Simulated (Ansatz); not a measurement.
Compressing WSe$_{2}$

Level of theory: DFT PBEsol+D3(BJ), scalar-relativistic, plane waves, PAW in Ansatz. (420 eV cutoff, 12×12×2 k-mesh, Gaussian smearing of 0.02 eV, no spin polarisation)

Reference structure (relaxed):

```xyz
3
Lattice="3.2407 0.0000 0.0000 -1.6203 2.8065 0.0000 0.0000 0.0000 16.6407" Properties=species:S:1:pos:R:3 pbc="T T T"
W     0.0000    0.0000    0.0000
Se    0.0000    1.8710    1.6809
Se    0.0000    1.8710   14.9598
```

Cell and atoms are relaxed at each pressure within the symmetry of the start, at zero temperature, so transitions that lower the symmetry aren't seen. The k-mesh given is that at zero pressure and may differ at others. a, b and c are the lengths of the cell vectors above. ΔH is E + PV over the energy at zero pressure. Gaps are Kohn–Sham gaps over the whole zone.

Spin-orbit coupling is left out, which matters for the bands and energies of heavy elements.

```csv
P (GPa),V (Å³/atom),V/V0,a (Å),b (Å),c (Å),ΔH (eV/atom),gap (eV)
0,50.45,1.000,3.241,3.241,16.641,0.000,1.64
2,?,?,?,?,?,?,?
5,19.31,0.383,3.180,3.180,6.613,0.501,0.91
10,18.45,0.366,3.137,3.137,6.494,1.089,0.78
20,?,?,?,?,?,?,?
40,15.69,0.311,2.962,2.962,6.195,4.248,0.01
```

Q: What stands in the row for 2 GPa?

A: V 20.11 Å³/atom; V/V0 0.399; a 3.207 Å; b 3.207 Å; c 6.771 Å; ΔH 0.139 eV/atom; gap 1.06 eV.

Q: What stands in the row for 20 GPa?

A: V 17.25 Å³/atom; V/V0 0.342; a 3.067 Å; b 3.067 Å; c 6.352 Å; ΔH 2.200 eV/atom; gap 0.61 eV.

This form isn't the usual stable structure of the compound.

Cost: 6 runs of about 2.8 core-minutes in all, on AMD EPYC 9R45 (Zen 5) (shared hosts).